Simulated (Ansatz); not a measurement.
TiB₂ (AlB2 type, space group P6/mmm)

```yaml
crystal:
  lattice:
    - [3.02469, 0.00000, 0.00000]
    - [-1.51235, 2.61946, 0.00000]
    - [0.00000, 0.00000, 3.22263]
  atoms:
    - { symbol: Ti, position: [0.00000, 0.00000, 0.00000] }
    - { symbol: B, position: [0.33333, 0.66667, 0.50000] }
    - { symbol: B, position: [0.66667, 0.33333, 0.50000] }
```

In each cell atom 3 (B, nearest neighbour B at 1.746 Å; its periodic images, 3.0 Å or more away, move with it) moves by s·(0.577, 0.577, 0.577) (along Cartesian [111]), the rest being held.

Calculation: r2SCAN (plane waves to 500 eV, PAW, scalar-relativistic; Ansatz, a first-principles code). k mesh 14×14×12 (Γ-centred), Fermi-Dirac smearing 0.05 eV. E stands for the smeared free energy. With partly filled bands, energies and forces of such displacements shift with the k mesh and the smearing. TiB2 is run without spin polarisation. TiB2 was relaxed with its symmetry unable to fall. ΔE is measured from the undisplaced structure. The last digit holds for this mesh only.

```csv
s (Å),ΔE (meV/cell)
-0.520,withheld
-0.416,1326.8
-0.312,748.0
-0.208,335.7
-0.104,85.7
0.000,0.0
0.104,90.9
0.208,377.6
0.312,886.7
0.416,1642.1
0.520,2661.1
```

Question: Fit a polynomial form (powers 2, 3, 4) to the given rows and predict ΔE at s = -0.520.

Answer: Least squares on the 10 given rows: ΔE = (8249)·s² + (2173)·s³ + (1750)·s⁴, in meV/cell with s in Å; root-mean-square residual 3.40 meV/cell. At -0.520 the fit gives 2052.9 meV/cell; the calculation gives 2084.1 meV/cell, so the extrapolation is off by -31.2 (-1.5 %). The quadratic term alone would give 2230.5 meV/cell.

(A displaced cell: forces are minus the slopes of the energy, force constants its curvatures, and phonons follow from these.)
